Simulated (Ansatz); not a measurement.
Ta4C3:
```yaml
crystal:
  lattice:
    - [1.57237, 0.90781, 10.13562]
    - [-1.57237, 0.90781, 10.13562]
    - [0.00000, -1.81561, 10.13562]
  atoms:
    - { symbol: Ta, position: [0.71046, 0.71046, 0.71046] }
    - { symbol: C, position: [0.41957, 0.41957, 0.41957] }
    - { symbol: Ta, position: [0.12586, 0.12586, 0.12586] }
    - { symbol: Ta, position: [0.87414, 0.87414, 0.87414] }
    - { symbol: C, position: [0.58043, 0.58043, 0.58043] }
    - { symbol: Ta, position: [0.28954, 0.28954, 0.28954] }
    - { symbol: C, position: [0.00000, 0.00000, 0.00000] }
```

This is the PBE-relaxed structure.

Question: All from plane-wave PAW PBE (Ansatz code), unless another level is named. Estimate the electronic character.

Answer: metallic (no gap).

Question: And the density of states at the Fermi level?

Answer: 0.21 states/eV per atom (mean over ±0.08 eV).

Question: Predict the formation energy from the elements (no fitted shifts).

Answer: -0.63 eV/atom.

Space group R-3m. The start of the workflow was typed in or built on a structure type; neither database checked (COD, Materials Project) lists it. Whether it is the stable phase at ambient conditions was not checked. The cell was relaxed with PBE under the symmetry of its start; whether a distortion lowers the energy is not shown. The run is not spin-polarised. The references are the lowest solids computed at this level, not always the standard phases. Spin–orbit coupling is left out wherever it is not named.

Potentials: the earlier of the program's two PAW sets.
